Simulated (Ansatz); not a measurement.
## Ni (Fm-3m): lattice vibrations

```yaml
crystal:
  lattice:
    - [0.00000, 1.71176, 1.71176]
    - [1.71176, 0.00000, 1.71176]
    - [1.71176, 1.71176, 0.00000]
  atoms:
    - { symbol: Ni, position: [0.00000, 0.00000, 0.00000] }
```

Starting moments along z (μB): Ni1 +0.6.

Level of theory, where no other is named: LDA, PAW on Ansatz 0.2.0's default frozen-core files (fitted under PBE), scalar-relativistic, spin-polarised. k mesh 24×24×24, Fermi-Dirac smearing of 0.050 eV, cutoff 420 eV. The cell was relaxed by PAW under this functional, which moved its volume by -8 % from the database entry's.

Atoms are displaced by 0.0025 Å in the smallest supercells that hold the wave vectors of a 4×4×4 mesh. Negative values stand for unstable modes.

Problem. What are the phonon energies at the solved wave vectors, in THz?

Solution. 

| q | point | modes (THz) |
| --- | --- | --- |
| 0.250 0.000 0.000 | – | 3.31 (×2), 7.36 |
| 0.500 0.000 0.000 | L | 4.82 (×2), 9.80 |
| 0.250 0.250 0.000 | – | 4.93 (×2), 7.33 |
| 0.500 0.250 0.000 | – | 5.99, 6.67, 9.01 |
| -0.250 0.250 0.000 | – | 4.72, 6.75, 8.62 |
| 0.500 0.500 0.000 | X | 6.95 (×2), 9.42 |
| -0.250 0.500 0.250 | W | 6.66, 8.17 (×2) |

Problem. Is the structure dynamically stable at these wave vectors?

Solution. Yes, no mode is unstable there; wave vectors off this mesh aren't tested.

Problem. The cell is scaled evenly to 9.730 and 10.332 Å³ (from 10.031), with free atoms relaxed and the shape held. What are the mode Grüneisen parameters γ = −d ln ω/d ln V?

Solution. For the highest mode, 350.0 cm⁻¹ in the small cell and 304.7 in the large one give γ ≈ 2.31. From the change of the dynamical matrix on each mode:

```json
{"point": "0.25/0/0", "cm⁻¹": "110.3", "γ": "1.60"}
{"point": "0.25/0/0", "cm⁻¹": "245.7", "γ": "2.14"}
{"point": "L", "cm⁻¹": "160.6", "γ": "1.60"}
{"point": "L", "cm⁻¹": "326.8", "γ": "2.32"}
{"point": "0.25/0.25/0", "cm⁻¹": "164.6", "γ": "1.84"}
{"point": "0.25/0.25/0", "cm⁻¹": "244.5", "γ": "2.07"}
{"point": "0.5/0.25/0", "cm⁻¹": "200.0", "γ": "1.80"}
{"point": "0.5/0.25/0", "cm⁻¹": "222.6", "γ": "2.06"}
{"point": "0.5/0.25/0", "cm⁻¹": "300.6", "γ": "2.27"}
{"point": "-0.25/0.25/0", "cm⁻¹": "157.4", "γ": "1.59"}
{"point": "-0.25/0.25/0", "cm⁻¹": "225.0", "γ": "2.13"}
{"point": "-0.25/0.25/0", "cm⁻¹": "287.4", "γ": "2.20"}
{"point": "X", "cm⁻¹": "231.7", "γ": "1.90"}
{"point": "X", "cm⁻¹": "314.1", "γ": "2.30"}
{"point": "W", "cm⁻¹": "222.3", "γ": "1.99"}
{"point": "W", "cm⁻¹": "272.5", "γ": "2.21"}
```

Weighted by the modes' heat capacities at 300 K, the mean on this mesh is 1.97; it moves with the q mesh, and a coarse one overweights the zone boundary.

Keep in mind: frozen-core PAW files fitted under PBE, their cores solved anew for the functional of the run; a lower magnetic state may exist; responses of metals move with mesh and smearing.
